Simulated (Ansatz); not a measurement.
**Phases of Y at -0.61 GPa**

Structure types of Y are relaxed in primitive cells with their symmetry kept at -0.61 GPa, on PAW files; LAPW relaxes the small cells further and takes the PAW cell for the others (marked *). The enthalpy is E + pV at zero temperature, without zero-point motion. Only the types listed were tried, and differences under about 5 meV/atom are mesh noise. The real phase may be another.

Computed with Ansatz 0.2.0; functional LDA, scalar-relativistic. Settings: Fermi–Dirac smearing of 0.08 eV, no spin polarisation. Methods: LAPW: all electrons, basis error target 0.5 meV/atom; PAW: frozen-core files, cutoff 420 eV.

k meshes: fcc 13×13×13, bcc 14×14×14, hcp 13×13×7, sc 12×12×12, dhcp 10×10×3, beta tin 13×13×13.

The PAW files were made under PBE.

```csv
start type,ends as,"a, b, c (Å)",V (Å³/atom),"H − H(lowest), LAPW (meV/atom)"
fcc,"fcc, Fm-3m","4.927, 4.927, 4.927",29.91,?
bcc,"bcc, Im-3m","3.932, 3.932, 3.932",30.39,?
hcp,"hcp, P6_3/mmc","3.557, 3.557, 5.554",30.42,6.9
sc,"sc, Pm-3m","3.152, 3.152, 3.152",31.30,766.5
dhcp*,"dhcp, P6_3/mmc","3.503, 3.503, 11.257",29.91,0.0
beta tin,"beta tin, I4_1/amd","6.016, 6.016, 3.324",30.08,438.8
```

Q: Fill in "H − H(lowest), LAPW (meV/atom)" for the row "fcc".

A: 15.5.

Q: Give the missing entry: row "bcc", column "H − H(lowest), LAPW (meV/atom)".

A: 136.0.
